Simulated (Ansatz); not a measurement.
SiC:
```
SiC
1.0
    3.05642     0.00000     0.00000
   -1.52821     2.64694     0.00000
    0.00000     0.00000     5.01579
Si C
2 2
Direct
  0.66667   0.33333   0.00051
  0.33333   0.66667   0.50051
  0.66667   0.33333   0.62469
  0.33333   0.66667   0.12469
```

Cartesian axes are those of the cell as given.

Give the high-frequency dielectric tensor and the Born effective charge tensors of the independent atoms from DFPT, DFT-LDA in the program Ansatz with PAW potentials.


ε∞:
```
6.89  0.00  0.00
0.00  6.89  0.00
0.00  0.00  7.24
```
Z* of atom 1 (Si), rows: field, columns: displacement, in e:
```
2.69  0.00  0.00
0.00  2.69  0.00
0.00  0.00  2.89
```
Z* of atom 3 (C), rows: field, columns: displacement, in e:
```
-2.69   0.00   0.00
 0.00  -2.69   0.00
 0.00   0.00  -2.89
```

Space group P6_3mc (wurtzite). Symmetry was held in the LDA relaxation; phonons on a q-mesh show no instability.

Potentials: the later of the program's two PAW sets.
